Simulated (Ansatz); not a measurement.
TaSi2:
```xyz
9
Lattice="4.7315 0.0000 0.0000 -2.3658 4.0976 0.0000 0.0000 0.0000 6.5183" Properties=species:S:1:pos:R:3 pbc="T T T"
Ta     2.3658     0.0000     0.0000
Ta     1.1829     2.0488     4.3455
Ta    -1.1829     2.0488     2.1728
Si     0.0000     1.3063     0.0000
Si     3.6002     0.6532     4.3455
Si     1.2344     3.4445     2.1728
Si     2.3658     2.7913     0.0000
Si    -1.2344     3.4445     4.3455
Si     1.1313     0.6532     2.1728
```

Relaxed with LDA. Special points in fractions of this cell's reciprocal vectors: Γ (0.000, 0.000, 0.000); M (0.500, 0.000, 0.000); K (0.333, 0.333, 0.000); A (0.000, 0.000, 0.500); L (0.500, 0.000, 0.500); H (0.333, 0.333, 0.500).

List the band energies nearest the Fermi level at these points for plane-wave PAW LDA (Ansatz code).

In eV from the Fermi level; about four levels below and three above (degenerate sets whole), none deeper than 8.9 eV; points with the same levels are listed once.

```json
[
 {"k": "Γ", "below": "-2.38 -2.23 -2.23 -1.42", "above": "0.71 3.10 3.10"},
 {"k": "M", "below": "-1.13 -0.80 -0.13 -0.01", "above": "0.87 1.24 1.64"},
 {"k": "K", "below": "-1.96 -1.96 -1.79 -1.79 -1.75", "above": "0.33 0.33 0.57"},
 {"k": "A", "below": "-2.33 -1.90 -1.72 -1.72", "above": "1.11 1.11 2.75 2.75"},
 {"k": "L", "below": "-2.08 -1.85 -0.72 -0.24", "above": "1.59 2.01 2.59"},
 {"k": "H", "below": "-0.78 -0.78 -0.18 -0.18", "above": "0.94 1.62 1.62"}
]
```

Space group P6_422. The workflow started from an entry of the Crystallography Open Database (COD), which files this formula under 2 space groups. Whether it is the stable phase at ambient conditions was not checked. The LDA relaxation kept the symmetry of its start; its stability against distortions is not shown here. No spin polarisation was allowed. Spin–orbit coupling is left out wherever it is not named.

Potentials: the later of the program's two PAW sets.
